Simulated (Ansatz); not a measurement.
**Wurtzite alloy of AlN and SiC (36 of 96 Al sites, 36 of 96 N sites exchanged), 192 atoms**

Ansatz, PAW, plane waves. PBEsol relaxation of cell lengths and atoms (angles held) at the single k point (½, ½, ½); single points on the relaxed atoms at the Γ point alone, onto which points of the small cell's zone fold. Arrangement: quasirandom. No spin–orbit coupling unless named.

Relaxed cell: a = 12.447 Å, b = 16.194 Å, c = 10.025 Å, α = 90.00°, β = 90.00°, γ = 90.00°.

Mean bond lengths: Al–C 1.941 Å; Al–N 1.945 Å; C–Si 1.833 Å; N–Si 1.832 Å.

(1) What gap lies between the top filled and the lowest empty level in the single points?

## Answers

(1) HSE06 1.70 eV (90 s on NVIDIA GB300).
